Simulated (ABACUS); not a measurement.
Set-up for a self-consistent single point of P (Cm, 4 atoms in the cell; from Materials Project mp-157, changed as shown).

```
P
1.0
    1.64775    -5.46504     0.00000
    1.64775     5.46504     0.00000
    0.00000     0.00000     4.54364
P
4
Cartesian
  1.64775   1.04776   4.14007
  1.64775  -1.04776   0.40357
  1.64775   4.41728   1.86825
  1.64775  -4.41728   2.59539
```

Computed with PBE, numerical atomic orbitals DZP (confined pseudo-atomic orbitals with Gaussian additions; energy shift 0.01 Ry), PseudoDojo 0.5 standard norm-conserving PBE (tails mended) pseudopotentials in ABACUS.

ABACUS settings:

basis: DZP numerical atomic orbitals, energy shift 0.01 Ry
KPT: Gamma 6 6 4 0 0 0
basis_type: lcao
dft_functional: PBE
ecutwfc: 100 Ry
smearing_method: mp
smearing_sigma: 0.00734986 Ry
potentials: PseudoDojo 0.5 standard norm-conserving PBE (tails mended)
symmetry: 1
symmetry_prec: 1e-05
ks_solver: genelpa
scf_nmax: 100
scf_thr: 1.0e-07
mixing_type: broyden
mixing_beta: 0.4

Results:

- Number of valence electrons = 20
- Number of bands = 20
- Number of k-points after the program's reduction = 47
- Size of the basis = 52
- Number of SCF iterations = 11
- Free energy E − TS = -752.7838 eV
- Pressure = 1.85 GPa
- Largest force (vector length) = 0.805 eV/Å

Forces (eV/Å):
```
atom     Fx      Fy      Fz
----  -----  ------  ------
P1    0.000   0.379  -0.266
P2    0.000  -0.385  -0.707
P3    0.000  -0.383   0.463
P4    0.000   0.389   0.511
```

Stress (GPa, positive for compression):
```
2.13  0.00  0.00
0.00  2.99  0.99
0.00  0.99  0.44
```

For comparison: a first run was changed to give this one (atom 4 moved by -0.08 angstrom along z), and from it to this one the free energy stays essentially unchanged (within 1 meV/atom), the pressure goes from 2.60 to 1.85 GPa and the largest force goes from 0.622 to 0.805 eV/Å.

The atom-centred basis is finite, which shifts total energies, pressures and forces against plane waves. The structure comes from a collection of computed structures, made at another level of theory; the collection holds predicted forms beside known ones. No clean gap shows at this smearing width and mesh (spacing up to 0.35 Å⁻¹); the mesh is coarse for partly filled bands, so the values carry mesh errors.

Cost on one core: about 20 core-seconds (a rough figure).

The atomic orbitals were generated for these runs; they are not ABACUS's published sets and were checked against plane waves on a few crystals only.

“Tails mended”: in these copies of the files the far tail of each local potential was reset to the Coulomb form.
